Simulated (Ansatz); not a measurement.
PtPb:
```
CELL_PARAMETERS angstrom
      3.81891     0.00000     0.00000
     -1.90946     3.30728     0.00000
      0.00000     0.00000     7.19590
ATOMIC_POSITIONS crystal
  Pb 0.00000 0.00000 0.00000
  Pb 0.00000 0.00000 0.50000
  Pt 0.33333 0.66667 0.25000
  Pt 0.66667 0.33333 0.75000
```

Relaxed with r²SCAN.

Task: Map the electron localisation function on the plane through (0.000, 0.000, 0.000) spanned by u = [0, 0, 1] and v = [1, -1, 0] in lattice vectors, from r²SCAN (plane waves, PAW; program Ansatz).

Result: x is the fraction of u, y of v (the angle between them is 90°; rows are the nearest grid lines); atoms in the plane: Pb at (0.00, 0.00), Pb at (0.50, 0.00), Pt at (0.25, 0.33), Pt at (0.75, 0.67).
```
|0002554211124552000002554211124552000|
|0003553211123553000003553211123553000|
|2345543211123455432345543322233455432|
|5555433211123345555555444433344445555|
|4443322111112233444444444455544444444|
|3332211111111122333344445677765444433|
|2111000000000001112344467999997644432|
|2100000000000000012344579999999754432|
|2100000000000000012344579999999754432|
|2110011111111100112334467999997644332|
|1111112222222111111234446789876444321|
|1122333444443332211223334455544333221|
|1223334455544333221122333444443332211|
|1234446789876444321111112222222111111|
|2334467999997644332110011111111100112|
|2344579999999754432100000000000000012|
|2344579999999754432100000000000000012|
|2344467999997644432111000000000001112|
|3344445677765444433332211111111122333|
|4444444455544444444443322111112233444|
|5555444433344445555555433211123345555|
|2345543322233455432345543211123455432|
|0003553211123553000003553211123553000|
|0002554211124552000002554211124552000|
```
Scale: ten equal steps from 0.003 (start of '0') to 0.682 (end of '9'), in the order '0123456789'; x runs from 0.000 to 1.00, y from 0.000 (bottom) to 1.00 (top).

The density is the valence pseudo-density with augmentation charge, so density and ELF within about 1 Å of a nucleus are not all-electron values.

Space group P6_3/mmc (NiAs type). The workflow started from an entry of the Crystallography Open Database (COD). Its standing as an ambient phase is unchecked. The r²SCAN relaxation kept the symmetry of its start; whether a distortion lowers the energy is not shown. No spin polarisation was allowed. Scalar-relativistic: spin–orbit coupling is off unless named, which matters more the heavier the elements.

Potentials: the later of the program's two PAW sets.
